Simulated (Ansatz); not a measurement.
Rb:
```xyz
1
Lattice="-2.7864 2.7864 2.7864 2.7864 -2.7864 2.7864 2.7864 2.7864 -2.7864" Properties=species:S:1:pos:R:3 pbc="T T T"
Rb     0.0000     0.0000     0.0000
```

Relaxed with PBEsol. Special points in fractions of this cell's reciprocal vectors: Γ (0.000, 0.000, 0.000); H (0.500, -0.500, 0.500); N (0.000, 0.000, 0.500); P (0.250, 0.250, 0.250).

List the band energies nearest the Fermi level at these points for plane-wave PAW PBEsol (Ansatz code).

In eV from the Fermi level; about four levels below and three above (degenerate sets whole), none deeper than 8.9 eV; points with the same levels are listed once.

| k | below | above |
|---|---|---|
| Γ | -2.05 | 3.72 3.72 3.72 |
| H | – | 1.23 1.23 3.37 3.37 3.37 |
| N | – | 0.22 0.81 2.59 |
| P | – | 1.31 1.31 1.31 |

Space group Im-3m (bcc (W type)). Symmetry was held in the PBEsol relaxation. Scalar-relativistic: spin–orbit coupling is off unless named, which matters more the heavier the elements.

Potentials: the later of the program's two PAW sets.
